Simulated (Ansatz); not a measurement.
Values for one crystal, relaxed and computed with the program Ansatz at the r²SCAN level (PAW); other levels are named.

* **Volume per atom**: 22.35 Å³
* **Electronic character**: metallic (no gap)
* **Elastic constants (relaxed ions, GPa)**: C11 = 188, C12 = 76.8, C13 = 65.2, C33 = 204, C44 = 58.9
* **Highest zone-centre frequency**: 100 cm⁻¹
* **Zone-centre stability**: no imaginary mode at Γ
* **Gap with spin–orbit coupling**: none (metallic)
* **Bulk modulus (Birch–Murnaghan fit)**: 110 GPa

Q: Which compound is it?
A) Hf, hcp (Mg type)
B) Ba, bcc (W type)
C) Ag, fcc (Cu type)
D) Zn, hcp (Mg type)

A: A, Hf, hcp (Mg type)

Space group P6_3/mmc (hcp (Mg type)). The r²SCAN relaxation kept the symmetry of its start. No spin polarisation was allowed. As this level gives no gap, shear constants depend on the k-mesh and smearing (Fermi–Dirac, 0.1 eV here). As this level gives no gap, phonon frequencies hold no LO–TO term and depend on the k-mesh and smearing (Fermi–Dirac, 0.1 eV here). Scalar-relativistic: spin–orbit coupling is off unless named, which matters more the heavier the elements.

Potentials: the later of the program's two PAW sets.
